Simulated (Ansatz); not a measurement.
Method: PBEsol, scalar-relativistic; no spin polarisation; PAW, 420 eV, Γ-centred 8×8×8 mesh, 0.05 eV Gaussian smearing; code Ansatz; PAW files: Ansatz's generated set soft_2.

The calculation on XMg, where X is one element, gave:

```json
{
  "Space group": "Pm-3m (No. 221)",
  "Conventional cell": "a = 3.806 Å, b = 3.806 Å, c = 3.806 Å, α = 90.00°, β = 90.00°, γ = 90.00°",
  "Volume": "27.56 Å³/atom",
  "Band gap": "zero (metallic)",
  "Density of states at the Fermi level": "0.94 states/(eV·atom)",
  "f electrons (orthogonalised atomic orbitals)": "X 13.80",
  "Formation energy from the elements (0 K, uncorrected)": "-0.07 eV/atom",
  "Bulk modulus (Birch–Murnaghan)": "30 GPa",
  "Pressure derivative B0′": "4.2"
}
```

Sites: X on 1a, Mg on 1b.

**Question.** Which element is X?
A. Lu
B. Er
C. Hf
D. Yb

**Answer.** D. X is Yb, so the compound is YbMg.

This is a trial structure made by placing the elements on a prototype's sites, so it needn't be the stable form.

Without a U the 4f levels of Yb lie too near the Fermi level, so their share of the states there, and what hangs on it, is overstated. For elements this heavy, spin–orbit coupling would shift levels and gaps; it isn't included here. Spin polarisation wasn't allowed in this run, so with an open shell this may not be the ground state.
